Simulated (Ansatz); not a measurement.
Given:

Starting cell, Ni (fcc, Cu type):

```xyz
4
Lattice="3.5188 0.0000 0.0000 0.0000 3.5188 0.0000 0.0000 0.0000 3.5188" Properties=species:S:1:pos:R:3 pbc="T T T"
Ni     0.0000     0.0000     0.0000
Ni     1.7594     1.7594     0.0000
Ni     1.7594     0.0000     1.7594
Ni     0.0000     1.7594     1.7594
```

In each cell atom 3 (Ni, nearest neighbour Ni at 2.488 Å; its periodic images, 3.5 Å or more away, move with it) moves by s·(0.000, 0.000, 1.000) (along Cartesian z), the rest being held.

Calculation: PBE (plane waves to 420 eV, PAW, scalar-relativistic; Ansatz, a first-principles code). k mesh 11×11×11 (Γ-centred), Fermi-Dirac smearing 0.05 eV. Energies are smeared free energies. With partly filled bands, energies and forces of such displacements shift with the k mesh and the smearing. On this mesh the relaxed cell isn't quite at rest: it carries a pressure of 0.1 GPa (compression positive) at the zero of the scan. Ni was relaxed with its symmetry unable to fall. Relaxed Ni ends ferromagnetic. The PAW data are Ansatz's earlier set. The magnetic order is the one the run started from; other orders were not tried. The zero of ΔE is the undisplaced structure.

The scan covers s from -0.500 to 0.500 Å in 11 points.

### Question
Is this a single well or a double well?

### Answer
A single well with its minimum at or next to zero displacement.

### Question
Is the energy the same for equal positive and negative displacements?

### Answer
Even: the same for both signs. With its periodic images moving along, the atom's site symmetry in this cell is m-3m.

### Question
What force acts on the atom along the line at s = -0.500 Å?

### Answer
5.29 eV/Å.

### Question
What is the force constant k = d²E/ds² of this move at s = 0?

### Answer
9.17 eV/Å².

(A displaced cell: forces are minus the slopes of the energy, force constants its curvatures, and phonons follow from these.)
